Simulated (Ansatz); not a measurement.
The start is a relaxed Si2W cell, doubled along one cell vector, shaken by Gaussian noise of σ = 0.08 Å a coordinate. A full variable-cell relaxation at zero pressure is run with r2SCAN (plane waves to 500 eV, PAW, scalar-relativistic; Ansatz, a program for electronic structure). The first steps use a coarse 5×9×2 k-mesh.

The start:
```
Si2W
1.0
    5.77400     0.00000     0.00000
   -1.44350     2.50021     0.00000
    0.00000     0.00000    11.91107
W Si
4 8
Direct
  0.18007   0.66115   0.24026
  0.66454   0.69475   0.24533
  0.30178   0.29320   0.75185
  0.82601   0.27854   0.75135
  0.18990   0.72312   0.58251
  0.66720   0.68853   0.57077
  0.32633   0.34556   0.07396
  0.82188   0.31965   0.08020
  0.32616   0.34338   0.42429
  0.81837   0.34214   0.41219
  0.15878   0.64071   0.92344
  0.65429   0.60674   0.92488
```

Problem. Which atoms feel the largest initial force, and how large is it?

Solution. About 1.5 eV/Å, on W1 (atoms numbered as listed).

Problem. How much energy is released per atom?

Solution. 0.33 eV/atom.

Problem. How does the volume per atom move from start to end?

Solution. +0.7 %, from 14.33 to 14.43 Å³/atom.

Problem. Does it find its way back to the structure it was made from?

Solution. It does not go back: it reaches P6₃/mmc (No. 194), 0.29 eV/atom below the parent.

Problem. How do the shortest distances between atoms change?

Solution. The closest pairs of elements (up to four, under 3.6 Å), start → end: Si–Si 2.39 → 2.59 Å; Si–W 2.48 → 2.57 Å; W–W 2.73 → 2.92 Å.

Problem. What does it relax into? Give the structure.

Solution. 
Space group P6₃/mmc (No. 194); a = b = 2.924 Å, c = 11.693 Å, α = β = 90.00°, γ = 120.00°

```json
[
 {"atom": "W", "site": "2b", "symmetry": "-6m2", "x": "0.0000", "y": "0.0000", "z": "0.2500"},
 {"atom": "Si", "site": "4f", "symmetry": "3m.", "x": "0.6667", "y": "0.3333", "z": "0.0840"}
]
```

Final values are on a 18×18×4 k-mesh of the relaxed cell. No spin polarisation in the result.

The relaxed structure here is a generated cell of Si2W: the first start was made by placing the elements on the sites of a structure type, and the end was not matched to a known phase here, so it may be hypothetical. Known forms of Si2W include space group No. 139.
